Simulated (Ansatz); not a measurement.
Q: Name crystals whose computed values (the program Ansatz at the PBEsol level (PAW)) fall in these windows: ε0 10 to 14; highest Γ mode, no LO–TO term (cm⁻¹) 230 to 330; electron conductivity mass (mₑ) 0.40 to 0.56.

A: 

| crystal | ε0 | highest Γ mode, no LO–TO term (cm⁻¹) | electron conductivity mass (mₑ) |
|---|---|---|---|
| KLuS2, R-3m (Lu on 3b, K on 3a, S on 6c) | 12.1 | 281 | 0.49 |
Others may fit too.

Standing as an ambient phase not checked: KLuS2, R-3m (Lu on 3b, K on 3a, S on 6c). The cell was relaxed under the symmetry of its start. Spin–orbit coupling is left out wherever it is not named.

Potentials: the later of the program's two PAW sets.
